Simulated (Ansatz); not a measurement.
Sb2Pd:
```xyz
12
Lattice="6.4647 0.0000 0.0000 0.0000 6.4647 0.0000 0.0000 0.0000 6.4647" Properties=species:S:1:pos:R:3 pbc="T T T"
Sb     2.4093     2.4093     2.4093
Sb     4.0554     4.0554     4.0554
Sb     0.8230     4.0554     5.6417
Sb     5.6417     2.4093     0.8230
Sb     5.6417     0.8230     4.0554
Sb     0.8230     5.6417     2.4093
Sb     4.0554     5.6417     0.8230
Sb     2.4093     0.8230     5.6417
Pd     0.0000     0.0000     0.0000
Pd     3.2323     0.0000     3.2323
Pd     3.2323     3.2323     0.0000
Pd     0.0000     3.2323     3.2323
```

Relaxed with PBEsol. Special points in fractions of this cell's reciprocal vectors: Γ (0.000, 0.000, 0.000); X (0.000, 0.500, 0.000); M (0.500, 0.500, 0.000); R (0.500, 0.500, 0.500); X1 (0.500, 0.000, 0.000).

List the band energies nearest the Fermi level at these points for plane-wave PAW PBEsol with spin–orbit coupling (Ansatz code).

In eV from the Fermi level; about four levels below and three above (degenerate sets whole), none deeper than 8.9 eV; points with the same levels are listed once.

```json
[
 {"k": "Γ", "below": "-0.13 -0.13 -0.13 -0.13", "above": "0.95 0.95 2.68 2.68 2.68 2.68"},
 {"k": "X", "below": "-0.57 -0.57 -0.57 -0.57", "above": "0.55 0.55 0.55 0.55"},
 {"k": "M", "below": "-0.60 -0.60 -0.60 -0.60", "above": "1.52 1.52 1.52 1.52"},
 {"k": "R", "below": "-0.31 -0.31 -0.31 -0.31 -0.31 -0.31 -0.28 -0.28", "above": "2.13 2.13 2.13 2.13 2.13 2.13"}
]
```

Space group Pa-3. The workflow started from a Materials Project entry (that database holds measured and hypothetical structures alike); the Crystallography Open Database files this formula in space group No. 205, but the cells were not matched. Its standing as an ambient phase is unchecked. The cell was relaxed with PBEsol under the symmetry of its start; whether a distortion lowers the energy is not shown. No spin polarisation was allowed.

Potentials: the later of the program's two PAW sets.
